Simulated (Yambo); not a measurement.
G0W0@PBEsol for AgI (space group P4/nmm, No. 129) in Yambo (2×2×2 mesh, 6 Ry block, plasmon pole, screening fixed), without a terminator:

```tsv
bands N in G	gap Γ → Γ (eV)	shift of the valence edge (eV)
124	1.583	0.113
196	1.601	-0.188
292	1.614	-0.321
```

Q: Extrapolate both columns to infinite N with E(N) = E∞ + A/N, test the form, and compare with the terminator.

A: From two points, E∞ = (N2 E2 − N1 E1)/(N2 − N1). The two largest N give 1.64 eV for the gap and -0.59 eV for the shift; the two smallest give 1.63 eV and -0.71 eV. For the gap the slopes A are -6.1 and -7.8 eV: the form isn't reached, and its limit is uncertain. For the shift the slopes A are 100 and 79 eV: the form isn't reached, and its limit is uncertain. With the Bruneval-Gonze terminator and 292 bands the run gives 1.68 eV and -0.48 eV, 0.04 eV and 0.11 eV from the extrapolated values: the terminator too is an estimate of the remainder. Block, mesh and the bands in W are held fixed.

Spin-orbit coupling is included.

Geometry relaxed with PBE+D3(BJ); primitive cell a = 4.3924 Å, b = 4.3924 Å, c = 6.2191 Å, α = 90.00°, β = 90.00°, γ = 90.00°.

This is not the ordinary phase of the substance; no match was found in the copy of COD used, and its stability was not checked.

A shift is the quasiparticle energy of the state minus its PBEsol energy.
